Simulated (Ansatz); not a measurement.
One stationary structure of ZrO2. Level of theory: PBE (plane waves to 420 eV, PAW, scalar-relativistic; Ansatz, a program for electronic structure).

```
CELL_PARAMETERS angstrom
      5.18987     0.00000     0.00000
      0.00000     5.24188     0.00000
     -0.90466     0.00000     5.30184
ATOMIC_POSITIONS crystal
  Zr 0.27576 0.04379 0.21002
  Zr 0.72424 0.54379 0.28998
  Zr 0.72424 0.95621 0.78998
  Zr 0.27576 0.45621 0.71002
  O  0.06497 0.32630 0.35005
  O  0.93503 0.82630 0.14995
  O  0.93503 0.67370 0.64995
  O  0.06497 0.17370 0.85005
  O  0.45100 0.75674 0.47552
  O  0.54900 0.25674 0.02448
  O  0.54900 0.24326 0.52448
  O  0.45100 0.74326 0.97552
```

Q: Determine the symmetry and give the standard cell with its independent sites.

A: Space group P2₁/c (No. 14); a = 5.1899 Å, b = 5.2419 Å, c = 5.3785 Å, α = γ = 90.00°, β = 99.68°

```csv
atom,site,symmetry,x,y,z
Zr,4e,1,0.2758,0.0438,0.2100
O,4e,1,0.0650,0.3263,0.3500
O,4e,1,0.5490,0.2567,0.0245
```

This is the AFLOW prototype A2B_mP12_14_2e_e (C43, as in ZrO2).

Q: Give the shortest distances between elements (the closest pairs, up to four, under 3.6 Å).

A: O–Zr 2.06 Å; O–O 2.57 Å; Zr–Zr 3.37 Å.

```json
{
 "volume_per_atom": "12.02 Å³",
 "band_gap": "3.65 eV, indirect (valence top at Γ, conduction bottom at Y2) (no spin-orbit coupling)",
 "smallest_direct_gap": "3.71 eV at Y2"
}
```

No spin polarisation in the result.

The run could not lose the symmetry of its start; a randomly shaken copy of 12 atoms returns to this structure.
